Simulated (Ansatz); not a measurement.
Given:

ZrTa:
Space group Pmma (No. 51); a = 4.6931 Å, b = 3.5579 Å, c = 4.9598 Å, α = 90.00°, β = 90.00°, γ = 90.00°

| atom | site | symmetry | x | y | z |
|---|---|---|---|---|---|
| Ta | 2e | mm2 | 0.7500 | 0.0000 | 0.1912 |
| Zr | 2f | mm2 | 0.2500 | 0.5000 | 0.2774 |

This is the PBE-relaxed structure.

**Question.** All from DFT-PBE in the program Ansatz with PAW potentials, unless another level is named. Estimate the formation energy from the elements (no fitted shifts).

**Answer.** 0.15 eV/atom.

**Question.** And the density of states at the Fermi level?

**Answer.** 1.2 states/eV per atom (mean over ±0.08 eV).

The start of the workflow was typed in or built on a structure type; neither database checked (COD, Materials Project) lists it. Whether it is the stable phase at ambient conditions was not checked. The cell was relaxed with PBE under the symmetry of its start; whether a distortion lowers the energy is not shown. No spin polarisation was allowed. Axis ratios of metals converge slowly with the k-mesh, so a and c are less sure than the volume. The references are the lowest solids computed at this level, not always the standard phases. Scalar-relativistic: spin–orbit coupling is off unless named, which matters more the heavier the elements.

Potentials: the later of the program's two PAW sets.
